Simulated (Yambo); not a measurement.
```
MgAl2C2
1.0
    3.39065     0.00000     0.00000
   -1.69532     2.93639     0.00000
    0.00000     0.00000     5.82372
C Mg Al
2 1 2
Direct
  0.33333   0.66667   0.27008
  0.66667   0.33333   0.72992
  0.00000   0.00000   0.00000
  0.66667   0.33333   0.35001
  0.33333   0.66667   0.64999
```

MgAl2C2 (space group P-3m1, No. 164): mean Im ε in 1 eV windows above the direct gap of 3.67 eV, for different electron-hole kernels (Yambo, broadening 0.15 eV, PBEsol (pw.x of Quantum ESPRESSO, ONCV potentials, without SOC) bands; 9×9×6 mesh, 5 valence and 5 conduction bands, static screening with 33 bands and a 3 Ry block, scissor 0.78 eV, Tamm-Dancoff; field along x).

```json
[
 {"window (eV)": "3.7 to 4.7", "independent quasiparticles": "2.9", "RPA (no attraction)": "2.4", "BSE": "8.5"},
 {"window (eV)": "4.7 to 5.7", "independent quasiparticles": "11", "RPA (no attraction)": "8.7", "BSE": "18"},
 {"window (eV)": "5.7 to 6.7", "independent quasiparticles": "14", "RPA (no attraction)": "12", "BSE": "13"},
 {"window (eV)": "6.7 to 7.7", "independent quasiparticles": "13", "RPA (no attraction)": "13", "BSE": "7.0"}
]
```

This run doesn't resolve bound excitons or single peaks, so only averages are given, and they too depend on the mesh; weight that the attraction moves below the gap isn't listed. All transitions below 7.99 eV are in the band window. The scissor comes from a G0W0 run whose convergence isn't established.

Geometry of the Materials Project entry, not relaxed at this level.

The structure is a Materials Project entry; no match was found in the copy of COD used, and its stability was not checked.
